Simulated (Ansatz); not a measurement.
All numbers below come from Ansatz, DFT PBE, scalar-relativistic, plane waves, PAW. All cells share a 420 eV cutoff and Γ-centred k meshes spaced at most about 0.3 Å⁻¹ (about 0.25 or finer for metals, 2π included). Collinear spin in cells that started with moments and kept them past the coarse steps, no spin elsewhere.

These are static total energies at zero pressure. All come from trial cells, and lower structures may exist.

Question: Which of these relaxed structures of NaEuC₄ is the lowest in energy?
1.

Space group P6/mmm (No. 191). a = 2.695 Å, b = 2.695 Å, c = 10.714 Å, α = 90.00°, β = 90.00°, γ = 120.00°
| atom | site | symmetry | x | y | z |
| --- | --- | --- | --- | --- | --- |
| Na | 1a | 6/mmm | 0.0000 | 0.0000 | 0.0000 |
| Eu | 1b | 6/mmm | 0.0000 | 0.0000 | 0.5000 |
| C | 4h | 3m. | 0.3333 | 0.6667 | 0.7141 |

2.

Space group P4/mmm (No. 123). a = 3.958 Å, b = 3.958 Å, c = 6.313 Å, α = 90.00°, β = 90.00°, γ = 90.00°
```json
{"atom": "Na", "site": "1d", "symmetry": "4/mmm", "x": "0.5000", "y": "0.5000", "z": "0.5000"}
{"atom": "Eu", "site": "1a", "symmetry": "4/mmm", "x": "0.0000", "y": "0.0000", "z": "0.0000"}
{"atom": "C", "site": "2g", "symmetry": "4mm", "x": "0.0000", "y": "0.0000", "z": "0.5999"}
{"atom": "C", "site": "2h", "symmetry": "4mm", "x": "0.5000", "y": "0.5000", "z": "0.1001"}
```

3.

Space group I4/mmm (No. 139). a = 5.812 Å, b = 5.812 Å, c = 9.989 Å, α = 90.00°, β = 90.00°, γ = 90.00°
| atom | site | symmetry | x | y | z |
| --- | --- | --- | --- | --- | --- |
| Na | 2a | 4/mmm | 0.0000 | 0.0000 | 0.0000 |
| Eu | 2b | 4/mmm | 0.5000 | 0.5000 | 0.0000 |
| C | 8i | m2m. | 0.6080 | 0.0000 | 0.0000 |

4.

Space group F-43m (No. 216). a = 7.275 Å, b = 7.275 Å, c = 7.275 Å, α = 90.00°, β = 90.00°, γ = 90.00°
```json
{"atom": "Na", "site": "4b", "symmetry": "-43m", "x": "0.5000", "y": "0.0000", "z": "0.0000"}
{"atom": "Eu", "site": "4a", "symmetry": "-43m", "x": "0.0000", "y": "0.0000", "z": "0.0000"}
{"atom": "C", "site": "16e", "symmetry": ".3m", "x": "0.3250", "y": "0.3250", "z": "0.6750"}
```

Answer: 2. It has space group P4/mmm (No. 123); the next, 1, with space group P6/mmm (No. 191), lies 172 meV/atom higher. Largest moments: 2 6.3 μB, 1 6.5 μB, 3 6.7 μB, 4 6.6 μB. Counting C atoms around Eu and Na (those within 1.25 times the shortest such distance or 1.15 times the sum of covalent radii; a plus sign parts nearer from farther groups; the shortest distance is added where it is long for a bond), the lowest has Na 2+8, Eu 2+8 and the next has Na 12 from 3.4 Å, Eu 12. The lowest holds C–C pairs (shortest 1.26 Å); the next holds C–C nets (shortest 1.56 Å). Even the lowest lies +0.53 eV/atom against the elements.

Weakly bound directions are ill-defined at this level, which has no dispersion term (P6/mmm, I4/mmm), and this can change margins and order among such cells. The 4f shell of Eu is treated without a Hubbard U, which places its levels poorly. The magnetic state reached may not be the lowest. Cells relaxed within their symmetry can be saddle points. Some structure types and database cells were kept out of the candidates from the start, so a known form may be missing.
